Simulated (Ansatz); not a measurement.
SnC:
```yaml
crystal:
  lattice:
    - [3.59152, 0.00000, 0.00000]
    - [-1.79576, 3.11034, 0.00000]
    - [0.00000, 0.00000, 5.87980]
  atoms:
    - { symbol: Sn, position: [0.33333, 0.66667, 0.00031] }
    - { symbol: C, position: [0.66667, 0.33333, 0.12469] }
    - { symbol: Sn, position: [0.66667, 0.33333, 0.50031] }
    - { symbol: C, position: [0.33333, 0.66667, 0.62469] }
```

PBE in the plane-wave PAW code Ansatz gives a gap of 0.80 eV without spin–orbit coupling, maximum at Γ, minimum at Γ.

Question: What happens when spin–orbit coupling is switched on?

Answer: The gap falls by 0.02 eV, to 0.78 eV; maximum at Γ, minimum at Γ.

Question: Give the electron effective mass with spin–orbit coupling.

Answer: 0.073, 0.086, 0.086 mₑ (principal values).

Question: Give the hole effective mass with spin–orbit coupling.

Answer: 0.16, 0.16, 1.3 mₑ (principal values).

Space group P6_3mc (wurtzite). The start of the workflow was typed in or built on a structure type; neither database checked (COD, Materials Project) lists it. Its standing as an ambient phase is unchecked. Symmetry was held in the PBE relaxation; its stability against distortions is not shown here. Its formation energy is positive at this level, so the cell may be metastable or incomplete.

Potentials: the earlier of the program's two PAW sets.
